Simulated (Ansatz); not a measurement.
# Property card for CoSn

Theory: Ansatz, DFT PBE, scalar-relativistic, plane waves, PAW.

Plane waves to 420 eV, a k mesh through Γ of 12×12×10 on the computed 6-atom cell and Gaussian smearing (0.10 eV); no spin polarisation.

The structure is relaxed at this level of theory with its symmetry kept, and needn't be the ground state of this composition.

```cif
data_structure
_symmetry_space_group_name_H-M 'P6/mmm'
_symmetry_Int_Tables_number 191
_cell_length_a 5.2952
_cell_length_b 5.2952
_cell_length_c 4.2327
_cell_angle_alpha 90.000
_cell_angle_beta 90.000
_cell_angle_gamma 120.000
_cell_volume 102.78
loop_
_atom_site_label
_atom_site_type_symbol
_atom_site_symmetry_multiplicity
_atom_site_Wyckoff_symbol
_atom_site_fract_x
_atom_site_fract_y
_atom_site_fract_z
_atom_site_occupancy
Co1 Co 3 f 0.00000 0.50000 0.00000 1
Sn1 Sn 2 d 0.66667 0.33333 0.50000 1
Sn2 Sn 1 a 0.00000 0.00000 0.00000 1
```

| Quantity | Value |
| --- | --- |
| Space group | P6/mmm (No. 191) |
| Volume per atom | 17.13 Å³ |
| Formation energy from the elements' standard states (uncorrected) | -0.087 eV/atom |
| Kohn–Sham band gap | none (metal) |
| Density of states at the Fermi level | 3.2 states/eV per cell |
| Orbital (Löwdin) character within 0.5 eV of the Fermi level | Co 3d 87 %, Sn 5p 9 % |
| Bader charge by site (e) | Co (3 in the cell) -0.32, Sn (2 in the cell) 0.28, Sn (1 in the cell) 0.39 |

A magnetic start lost its moments in a first run, so spin was left out; other magnetic orders weren't tried.

It was relaxed from a Materials Project cell. Löwdin shares on free-atom orbitals overweight diffuse shells.
